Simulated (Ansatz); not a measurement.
BN:
```cif
data_BN
_chemical_formula_sum 'N1 B1'
_space_group_name_H-M_alt 'P 1'
_space_group_IT_number 1
_cell_length_a 2.54963
_cell_length_b 2.54963
_cell_length_c 2.54963
_cell_angle_alpha 60.000
_cell_angle_beta 60.000
_cell_angle_gamma 60.000
loop_
_space_group_symop_operation_xyz
  'x, y, z'
loop_
_atom_site_label
_atom_site_type_symbol
_atom_site_fract_x
_atom_site_fract_y
_atom_site_fract_z
_atom_site_occupancy
N1 N 0.75000 0.75000 0.75000 1
B1 B 0.00000 0.00000 0.00000 1
```

Relaxed with PBEsol. The program Ansatz at the PBEsol level (PAW) gives a gap of 4.30 eV.

What gap does HSE06 give on the same cell (Ansatz, PAW)?

5.80 eV, 1.50 eV more. The hybrid was solved on a coarser mesh and at special points; its gap is the smallest among all of these.

```tsv
k	v1 PBEsol	c1 PBEsol	v1 HSE06	c1 HSE06
Γ	0.00	8.81	___	___
X	-4.98	4.30	-5.35	5.80
L	-1.96	10.18	___	___
W	-6.64	9.48	___	___
K	-4.14	6.78	___	___
```

Top valence (v1) and lowest conduction level (c1) in eV from each method's valence maximum (which need not be a listed point): supply the withheld HSE06 values.


- L, v1 HSE06: -2.12
- L, c1 HSE06: 11.95
- Γ, v1 HSE06: 0.00
- Γ, c1 HSE06: 10.61
- W, v1 HSE06: -7.03
- W, c1 HSE06: 11.27
- K, v1 HSE06: -4.45
- K, c1 HSE06: 8.40

Cost on shared cores: the PBEsol run (SCF on a 13×13×13 mesh, then bands and DOS) roughly 9 core-seconds, the HSE06 run (SCF on 10×10×10, then a few points) very roughly 80 core-seconds; the tasks are unlike.

Space group F-43m (zinc blende). Symmetry was held in the PBEsol relaxation.

Potentials: the later of the program's two PAW sets.
